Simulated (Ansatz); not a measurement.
Level of theory: DFT PBE, scalar-relativistic, plane waves, PAW (Ansatz 0.2.0). Cutoff 420 eV, Γ-centred meshes of about 0.25 Å⁻¹ or finer for metals and 0.3 Å⁻¹ for insulators (2π included), Gaussian smearing. No spin polarisation.

These are static total energies at zero pressure.

Compare these two cells of In₃GaSb₂N₂, each relaxed at this level.

A.

```
CELL_PARAMETERS angstrom
5.84536 0.00000 0.00000
0.00000 3.23909 0.00000
-0.16380 0.00000 9.57614
ATOMIC_POSITIONS crystal
In 0.50772 0.50000 0.86439
In 0.94902 0.50000 0.64189
In 0.42735 0.00000 0.19944
Ga 0.01161 0.00000 0.96448
Sb 0.44209 0.50000 0.56078
Sb 0.92546 0.00000 0.25382
N 0.34922 0.00000 0.97257
N 0.88754 0.50000 0.87584
```

B.

```
CELL_PARAMETERS angstrom
3.33690 0.00000 0.00000
-1.66845 2.88984 0.00000
0.00000 0.00000 17.92295
ATOMIC_POSITIONS crystal
In 0.66667 0.33333 0.52418
In 0.33333 0.66667 0.18034
In 0.33333 0.66667 0.86338
Ga 0.00000 0.00000 0.02239
Sb 0.66667 0.33333 0.69679
Sb 0.33333 0.66667 0.34260
N 0.00000 0.00000 0.13108
N 0.33333 0.66667 0.98924
```

Problem. Which would you expect to be lower, and how large is the difference?

Solution. B is lower, by 22 meV/atom. A has space group Pm (No. 6), 22.7 Å³/atom and no gap on its mesh; B has space group P3m1 (No. 156), 21.6 Å³/atom and no gap. Counting N or Sb atoms around Ga and In (for each partner element, those within 1.25 times its shortest distance or 1.15 times the sum of covalent radii, where it is the nearest in units of that sum or under 1.3; a plus sign parts groups by distance over the sum of covalent radii; a slash parts the counts of unlike sites), A has In 3/4, Ga 4 and B has In 1+3/4, Ga 4. In A, around In on its first site lie 3 N at 2.14–2.22 Å and 1 Sb at 2.93 Å; Ga is surrounded by 3 N at 1.96–1.97 Å and 1 Sb at 2.83 Å; around Sb on its first site lie 3 In at 2.93–3.05 Å and 2 Sb at 3.24 Å; around N on its first site lie 1 Ga at 1.97 Å and 3 In at 2.14–2.21 Å; 4 more sites not described. In B, In on its first site has 1 Sb at 3.09 Å, 6 In at 3.34 Å and 3 Sb at 3.78 Å; around Ga lie 4 N at 1.95–2.02 Å; Sb on its first site has 1 In at 3.09 Å, 6 Sb at 3.34 Å and 3 In at 3.55 Å; N on its first site is surrounded by 1 Ga at 1.95 Å and 3 In at 2.12 Å; 4 more sites not described. Both come from trial cells of a structure search, whose lowest cell (P3m1, 21.6 Å³/atom) lies 27 meV/atom below the lower of the two.

The k mesh leaves some 4 meV/atom of noise in the energy of each metallic cell. No dispersion correction is applied, so the spacing and binding between layers, chains or molecules are poorly described (Pm, P3m1), and this can change margins and order among such cells. Spin–orbit coupling, which can matter for Sb, is left out. With atoms moved at random, B (by 27 meV/atom) fell into a lower structure and A came back. Some candidate types were left out of the draw beforehand, so a known form may be missing.
